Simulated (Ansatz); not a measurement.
NaF:
```
CELL_PARAMETERS angstrom
      3.94225     0.00000     0.00000
     -1.97113     3.41409     0.00000
      0.00000     0.00000     4.65564
ATOMIC_POSITIONS crystal
  Na 0.33333 0.66667 0.75000
  F  0.66667 0.33333 0.75000
  Na 0.66667 0.33333 0.25000
  F  0.33333 0.66667 0.25000
```

Relaxed with PBE. Special points in fractions of this cell's reciprocal vectors: Γ (0.000, 0.000, 0.000); M (0.500, 0.000, 0.000); K (0.333, 0.333, 0.000); A (0.000, 0.000, 0.500); L (0.500, 0.000, 0.500); H (0.333, 0.333, 0.500).

Question: List the band energies nearest the valence-band maximum at these points for plane-wave PAW PBE (Ansatz code).

Answer: In eV from the valence-band maximum; about four levels below and three above (degenerate sets whole), none deeper than 8.9 eV; … stands for higher levels left out; points with the same levels are listed once.

```tsv
k	below	above
Γ	-0.55 -0.55 -0.26 -0.26 0.00	5.50 12.41 12.53
M	-0.66 -0.57 -0.33 -0.16	8.63 9.96 12.64
K	-0.66 -0.66 -0.49 -0.49 -0.22	8.95 11.22 11.22
A	-0.41 -0.41 -0.41 -0.41	7.71 7.71 …
L	-0.44 -0.44 -0.23 -0.23	9.66 9.66 11.93 11.93
H	-0.63 -0.63 -0.14 -0.14	10.06 10.06 12.41 12.41
```

Space group P6_3/mmc. The start of the workflow was typed in or built on a structure type; neither database checked (COD, Materials Project) lists it. It is not the phase usual at ambient conditions (space group No. 225). Symmetry was held in the PBE relaxation; its stability against distortions is not shown here.

Potentials: the later of the program's two PAW sets.
